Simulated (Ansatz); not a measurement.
Calculated with Ansatz: TlHgClO2, single run

The command:

```bash
ansatz run input.yaml --threads 1 --pin off --max-ram 2560MiB --backend cpu --events-out ev --progress --plain --runs-dir out
```

input.yaml:

```yaml
crystal:
  lattice:
    - [-5.428491, 0.0, 0.0]
    - [0.0, -5.378326, 0.0]
    - [2.714246, 0.0, 5.993336]
  atoms:
    - { symbol: Hg, position: [0.385, 0.75, 0.77] }
    - { symbol: Hg, position: [0.615, 0.25, 0.23] }
    - { symbol: Tl, position: [0.09, 0.75, 0.18] }
    - { symbol: Tl, position: [0.91, 0.25, 0.82] }
    - { symbol: Cl, position: [0.75, 0.75, 0.5] }
    - { symbol: Cl, position: [0.25, 0.25, 0.5] }
    - { symbol: O, position: [0.75, 0.0, 0.0] }
    - { symbol: O, position: [0.25, 0.5, 0.0] }
    - { symbol: O, position: [0.25, 0.0, 0.0] }
    - { symbol: O, position: [0.75, 0.5, 0.0] }
  symmetry: { tolerance: 0.0003 }
kpoints:
  mp_grid: { grid: [4, 4, 4], shift: [0, 0, 0] }
magnetization:
  spin_polarized: false
scf:
  occupations: { method: tetrahedron_uncorrected }
hamiltonian:
  pseudopotentials: { kind: paw }
  xc: r2scan
basis:
  ecutwfc: 500
output:
  forces: true
  stress: true
  eigenvalues: true
```

Origin of the cell: a known structure type with other elements, at an estimated volume, so it need not be a known compound.

Output (shortened):

```
SCF iter   1: F=—  HF=-55006.761065 eV  Δρ=1.71e-2  dr2=7.92e-1  dr2_τ=3.75e-1  defer=4
SCF iter   2: F=—  HF=-55006.760356 eV  Δρ=8.38e-3  dr2=7.41e-2  dr2_τ=2.39e-2  defer=144
SCF iter   3: F=—  HF=-55006.754260 eV  Δρ=3.75e-3  dr2=3.87e-2  dr2_τ=1.88e-3  defer=144
SCF iter   4: F=—  HF=-55006.750073 eV  Δρ=1.09e-3  dr2=8.20e-3  dr2_τ=1.22e-4  defer=144
SCF iter   5: F=—  HF=-55006.749223 eV  Δρ=5.65e-4  dr2=1.66e-3  dr2_τ=4.69e-5  defer=144
SCF iter   6: F=—  HF=-55006.749031 eV  Δρ=1.77e-4  dr2=1.80e-4  dr2_τ=5.49e-6  defer=144
SCF iter   7: F=—  HF=-55006.749000 eV  Δρ=6.74e-5  dr2=1.47e-5  dr2_τ=6.29e-7  defer=144
SCF iter   8: F=—  HF=-55006.748987 eV  Δρ=2.14e-5  dr2=1.34e-6  dr2_τ=8.59e-8  defer=144
SCF iter   9: F=-55006.748987 eV  HF=-55006.748987 eV  Δρ=5.12e-6  dr2=7.26e-8  dr2_τ=5.26e-9
SCF 1 converged in 9 iterations: F = -55006.748987 eV  dr2 = 7.26e-8
SCF converged after 9 iterations
Free energy (F): -55006.748987 eV
Harris-Foulkes:  -55006.748987 eV  (|F-HF|=1.59e-9)
Internal energy: -55006.748987 eV  (E = F + TS)
E sigma→0 (E₀):  -55006.748987 eV
Entropy (-TS):   -0.000000 eV (-0.000 meV/atom)
Fermi energy:    8.365638 eV
--- Per-component energies (eV) ---
  E_band       = -985.655980
  E_kinetic    = 2904.203725
  E_local      = -10169.348087  (includes V_loc(G=0)·N_el)
  E_nonlocal   = 1042.435799
  E_hartree    = 4170.038401
  E_xc         = -1338.309172
  E_vxc        = -1559.536526  (∫ρ·V_xc dr)
  E_paw        = -42319.144713  (= ΣΔE_a)
  E_vpaw       = -1645.806204  (= ΣTr[D̂ρ^β])
  E_aug_tail   = 0.004892  (compensation charges beyond the density's cutoff)
  E_vtau       = 102.316352  (kinetic-family band-sum trace: ∫τ·v_τ [+ j·A + Jᵃ·Aᵃ] dr)
  E_ewald      = -9298.010922
  E_core_change = 1.381089  (= ΣΔE_core)
  E_smearing   = -0.000000  (= −TS)
  Σ components = -55006.748987   (vs F -55006.748987, Δ=0.00e0)
--- Forces (eV/Å), atoms counted from 1 ---
  atom   1  Hg     0.000000    -0.000000     1.187420
  atom   2  Hg    -0.000000     0.000000    -1.187420
  atom   3  Tl    -0.000000     0.000000    -0.620902
  atom   4  Tl     0.000000    -0.000000     0.620902
  atom   5  Cl    -0.000000     0.000000    -0.010247
  atom   6  Cl     0.000000     0.000000     0.010247
  atom   7  O      0.460366     0.000000    -0.000000
  atom   8  O     -0.460366    -0.000000     0.000000
  atom   9  O     -0.460366     0.000000     0.000000
  atom  10  O      0.460366     0.000000    -0.000000
  max |Σ_I F_I| component: 4.45e-16 eV/Å
--- Stress (GPa, compression-positive) ---
        4.013501       0.000000      -0.000000
        0.000000       4.658667       0.000000
       -0.000000       0.000000      -4.867753
  P = ⅓ Tr σ = 1.2681 GPa (12.681 kbar)
```

Caveats: no spin, though holes on the anions or broken bonds may carry moments; no spin-orbit coupling, though heavy elements are present; the k mesh is coarse if the cell is a metal.

Time: 15 s on 1 thread of Intel(R) Xeon(R) 6975P-C (Granite Rapids) (shared host), peak memory 0.89 GiB, from the program's own first density.
